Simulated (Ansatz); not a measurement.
input.yaml

```yaml
crystal:
  lattice:
    - [-2.9590532394, 2.9590532394, 2.9590532394]
    - [2.9590532394, -2.9590532394, 2.9590532394]
    - [2.9590532394, 2.9590532394, -2.9590532394]
  atoms:
    - { symbol: Sb, position: [0.0, 0.5, 0.5] }
    - { symbol: Sb, position: [0.5, 0.0, 0.5] }
    - { symbol: Sb, position: [0.5, 0.5, 0.0] }
    - { symbol: Au, position: [0.0, 0.0, 0.0] }
basis:
  ecutwfc: 500
kpoints:
  mp_grid: { grid: [10, 10, 10] }
  band_path:
    path:
      - [[0.0, 0.0, 0.0], [0.5, -0.5, 0.5], [0.0, 0.0, 0.5], [0.0, 0.0, 0.0], [0.25, 0.25, 0.25], [0.5, -0.5, 0.5]]
      - [[0.25, 0.25, 0.25], [0.0, 0.0, 0.5]]
    npoints: 14
hamiltonian:
  xc: r2scan
scf:
  occupations: { method: gaussian, width: 0.1 }
  n_extra_bands: 10
output:
  forces: true
  stress: true
  eigenvalues: true
  populations: true
  dos: { projected: true, de: 0.02, nscf_kmesh: { grid: [15, 15, 15] } }
  bader: true
```

Run as
```bash
ansatz run input.yaml --threads 1 --pin off --max-ram 2560MiB --backend cpu --events-out ev --progress --plain --runs-dir out
```

All numbers below come from Ansatz, DFT r2SCAN, scalar-relativistic, plane waves, PAW.

Abridged output:

```
scf.n_extra_bands = 10 over 32 filled bands (N_el = 64.0): the run solves 42 bands
Pseudopotentials: kind: paw
Pseudopotential: Sb, paw, valence charge 15, recommended cutoff 500 eV (meta_gga)
Pseudopotential: Au, paw, valence charge 19, recommended cutoff 500 eV (meta_gga)
Functional definition: r2SCAN
Crystal: 4 atoms, lattice volume = 103.638 Å³
Basis set: ecut = 500 eV, 2659 PW (Γ), exchange–correlation on 160×160×160 points (64 copies of the dense FFT grid, shifted against one another)
Bands: 42, of which v1, the nominal top of the filled ones, is band 32 counted from 1 (31 counted from 0)
Symmetry: 48 space group operations
Space group: Im-3m (ITA 229), of the structure as read, at distance tolerance 4.7e-5 Å
k-points: 47 of 1000
Initial density: superposition of atomic densities (neutral atoms: chi_scale 0, normalization atom), corrected by the library's trained network
Initial wavefunctions: pseudopotential atomic-orbital guess
Functional: x = r2scan, c = r2scan; τ floored in thin density (d = 2e-4 eV/Å³)
SCF iter   1: F=—  HF=-32660.598289 eV  |F-HF|=—  |Δ(HF+E_count)|=         —  Δρ=6.67e-3  dr2=4.66e-2  dr2_τ=9.69e-3  ethr=1.77e-3  ⟨swp⟩=8.3  Hψ=9181  notcnv=0  defer=55
SCF iter   2: F=—  HF=-32660.628796 eV  |F-HF|=—  |Δ(HF+E_count)|=   3.05e-2  Δρ=3.18e-3  dr2=5.85e-3  dr2_τ=1.23e-3  ethr=7.28e-5  ⟨swp⟩=2.0  Hψ=3222  notcnv=0  defer=130
SCF iter   3: F=—  HF=-32660.629896 eV  |F-HF|=—  |Δ(HF+E_count)|=   1.10e-3  Δρ=1.29e-3  dr2=8.77e-4  dr2_τ=4.00e-5  ethr=9.14e-6  ⟨swp⟩=1.9  Hψ=2006  notcnv=0  defer=130
SCF iter   4: F=—  HF=-32660.630133 eV  |F-HF|=—  |Δ(HF+E_count)|=   2.38e-4  Δρ=1.95e-4  dr2=3.71e-5  dr2_τ=7.62e-7  ethr=1.37e-6  ⟨swp⟩=2.0  Hψ=3286  notcnv=0  defer=130
SCF iter   5: F=—  HF=-32660.630140 eV  |F-HF|=—  |Δ(HF+E_count)|=   6.77e-6  Δρ=5.95e-5  dr2=5.41e-6  dr2_τ=1.82e-7  ethr=5.80e-8  ⟨swp⟩=2.1  Hψ=2675  notcnv=0  defer=130
SCF iter   6: F=—  HF=-32660.630139 eV  |F-HF|=—  |Δ(HF+E_count)|=   5.66e-7  Δρ=1.60e-5  dr2=2.09e-7  dr2_τ=1.19e-8  ethr=8.45e-9  ⟨swp⟩=2.0  Hψ=2446  notcnv=0  defer=130
SCF iter   7: F=-32660.630139 eV  HF=-32660.630139 eV  |F-HF|=3.45e-8  |Δ(HF+E_count)|=   9.73e-9  Δρ=6.53e-6  dr2=5.95e-8  dr2_τ=3.19e-9  ethr=1.56e-10  ⟨swp⟩=11.5  Hψ=8895  notcnv=0
SCF 1 converged in 7 iterations: F = -32660.630139 eV  dr2 = 5.95e-8
SCF converged after 7 iterations
Free energy (F): -32660.630139 eV
Harris-Foulkes:  -32660.630139 eV  (|F-HF|=3.45e-8)
Internal energy: -32660.617442 eV  (E = F + TS)
E sigma→0 (E₀):  -32660.623791 eV
Entropy (-TS):   -0.012697 eV (-3.174 meV/atom)
Fermi energy:    11.934668 eV
--- Per-component energies (eV) ---
  E_band       = -832.820506
  E_kinetic    = 1223.562698
  E_local      = -6849.508973  (includes V_loc(G=0)·N_el)
  E_nonlocal   = 1164.443695
  E_hartree    = 3049.493298
  E_xc         = -600.016845
  E_vxc        = -615.592952  (∫ρ·V_xc dr)
  E_paw        = -23537.451338  (= ΣΔE_a)
  E_vpaw       = -1896.799756  (= ΣTr[D̂ρ^β])
  E_aug_tail   = 0.000734  (compensation charges beyond the density's cutoff)
  E_vtau       = 42.092928  (kinetic-family band-sum trace: ∫τ·v_τ [+ j·A + Jᵃ·Aᵃ] dr)
  E_ewald      = -7112.482498
  E_core_change = 1.341787  (= ΣΔE_core)
  E_smearing   = -0.012697  (= −TS)
--- Forces (eV/Å), atoms counted from 1 ---
  atom   1  Sb     0.00000000     0.00000000     0.00000000
  atom   2  Sb     0.00000000     0.00000000     0.00000000
  atom   3  Sb     0.00000000     0.00000000     0.00000000
  atom   4  Au     0.00000000     0.00000000     0.00000000
--- Stress (GPa, compression-positive) ---
       -0.012840       0.000000       0.000000
        0.000000      -0.012840       0.000000
        0.000000       0.000000      -0.012840
  P = ⅓ Tr σ = -0.0128 GPa (-0.128 kbar)
--- Band table (eV; the first three rows and the last of 47) ---
  k-point 0: bands = ["-95.8939", "-46.7278", "-46.7278", "-46.7278", "-18.1662", "-18.1662", "-18.0439", "-18.0439", "-18.0439", "-18.0296", "-17.9489", "-17.9489", "-17.9489", "-17.9143", "-17.9143", "-17.9143", "-17.8801", "-17.8801", "-17.8003", "-1.0707", "4.2423", "4.2423", "7.5089", "7.5089", "7.5089", "7.8376", "7.8376", "7.8376", "8.4199", "8.4199", "10.2137", "10.2137", "10.2137", "10.9249", "15.9834", "15.9834", "15.9834", "17.5923", "17.5923", "17.5923", "21.9123", "21.9123"]
  k-point 1: bands = ["-95.8939", "-46.7278", "-46.7278", "-46.7278", "-18.1638", "-18.1581", "-18.0422", "-18.0420", "-18.0406", "-18.0271", "-17.9494", "-17.9494", "-17.9494", "-17.9170", "-17.9156", "-17.9155", "-17.8844", "-17.8817", "-17.8074", "-0.9884", "3.9809", "4.1891", "7.2882", "7.3435", "7.5214", "7.8714", "7.9577", "8.0516", "8.2775", "8.6485", "9.5173", "10.1439", "10.6732", "11.8371", "16.1208", "16.1415", "16.1881", "16.9898", "17.2053", "17.7304", "22.1201", "22.5891"]
  k-point 2: bands = ["-95.8939", "-46.7278", "-46.7278", "-46.7278", "-18.1576", "-18.1345", "-18.0375", "-18.0368", "-18.0312", "-18.0195", "-17.9509", "-17.9509", "-17.9507", "-17.9251", "-17.9190", "-17.9187", "-17.8968", "-17.8885", "-17.8257", "-0.7448", "3.3504", "4.0666", "6.9898", "7.1686", "7.4841", "7.5570", "7.7104", "8.3313", "8.6907", "8.8032", "9.6252", "9.9659", "11.6536", "13.0118", "15.7459", "15.8492", "16.5107", "16.6117", "17.4402", "18.1106", "22.3364", "22.3887"]
  k-point 46: bands = ["-95.8939", "-46.7278", "-46.7278", "-46.7278", "-18.2114", "-18.0692", "-18.0692", "-18.0379", "-18.0379", "-18.0379", "-17.9572", "-17.9572", "-17.9572", "-17.9105", "-17.9105", "-17.9105", "-17.9034", "-17.8365", "-17.8365", "1.1087", "1.1087", "4.6329", "6.2460", "6.2460", "6.2460", "7.6689", "7.6689", "7.6689", "8.0662", "8.0662", "11.7139", "11.7139", "11.7139", "12.6606", "18.8239", "18.8239", "18.8239", "18.8323", "18.8323", "18.8323", "19.9820", "22.5909"]
--- Löwdin populations: 4 sites ---
  site symbol q [e]
     0     Sb     15.0245
     1     Sb     15.0245
     2     Sb     15.0245
     3     Au     18.6691
  spilling = 0.004024 (of n_electrons = 64.000000)
--- Bader charges: 4 sites ---
  site symbol charge [e]  shift [e]
     0     Sb      0.1675     0.0000
     1     Sb      0.1675     0.0000
     2     Sb      0.1675     0.0000
     3     Au     -0.5024     0.0000
  estimated error of the sums over rays = 1.3e-4 e
```

Self-consistency was reached.

Time: 81 s on 1 thread of Arm Neoverse V2 (shared host), peak memory 0.8 GiB.

Spin-orbit coupling is left out, which matters for the bands of heavy elements.